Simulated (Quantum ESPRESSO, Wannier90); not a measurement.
**ZnS (wurtzite): Wannier90 run**

Structure: Materials Project mp-560588, symmetrised, not relaxed again. COD (Crystallography Open Database) has the formula in 4 space groups, this one among them (matched by group alone). Method: PBEsol plane waves in Quantum ESPRESSO 7.5 (PseudoDojo norm-conserving files, 68 Ry, no spin polarisation, no spin-orbit coupling), Bloch states on a 12×12×4 mesh through Γ, Wannier90 4.0.1. Density: 12×12×6 mesh, cold smearing 0.01 Ry.

```
begin unit_cell_cart
ang
    3.8057997914    0.0000000000    0.0000000000
   -1.9028998957    3.2959193011    0.0000000000
    0.0000000000    0.0000000000    6.2379800000
end unit_cell_cart
mp_grid = 12 12 4
```

Which shells of neighbouring k-points and which b-vectors and weights does Wannier90 pick for this cell and mesh?


```
 *---------------------------------- K-MESH ----------------------------------*
 +----------------------------------------------------------------------------+
 |                    Distance to Nearest-Neighbour Shells                    |
 |                    ------------------------------------                    |
 |          Shell             Distance (Ang^-1)          Multiplicity         |
 |          -----             -----------------          ------------         |
 |             1                   0.158863                      6            |
 |             2                   0.251812                      2            |
 |             3                   0.275158                      6            |
 |             4                   0.297736                     12            |
 |             5                   0.317725                      6            |
 |             6                   0.372990                     12            |
 |             7                   0.405412                     12            |
 |             8                   0.420311                     12            |
       ... (lines left out)
 +----------------------------------------------------------------------------+
 | The b-vectors are chosen automatically                                     |
 | The following shells are used:                       1,  2                 |
 +----------------------------------------------------------------------------+
 |                        Shell   # Nearest-Neighbours                        |
 |                        -----   --------------------                        |
 |                          1               6                                 |
 |                          2               2                                 |
 +----------------------------------------------------------------------------+
 | Completeness relation is fully satisfied [Eq. (B1), PRB 56, 12847 (1997)]  |
 +----------------------------------------------------------------------------+
 |                  b_k Vectors (Ang^-1) and Weights (Ang^2)                  |
 |                  ----------------------------------------                  |
 |            No.         b_k(x)      b_k(y)      b_k(z)        w_b           |
 |            ---        --------------------------------     --------        |
 |             1         0.000000    0.158863    0.000000    13.207926        |
 |             2         0.137579    0.079431    0.000000    13.207926        |
 |             3         0.000000   -0.158863    0.000000    13.207926        |
 |             4         0.137579   -0.079431    0.000000    13.207926        |
 |             5        -0.137579   -0.079431    0.000000    13.207926        |
 |             6        -0.137579    0.079431    0.000000    13.207926        |
 |             7         0.000000    0.000000    0.251812     7.885300        |
 |             8         0.000000    0.000000   -0.251812     7.885300        |
```
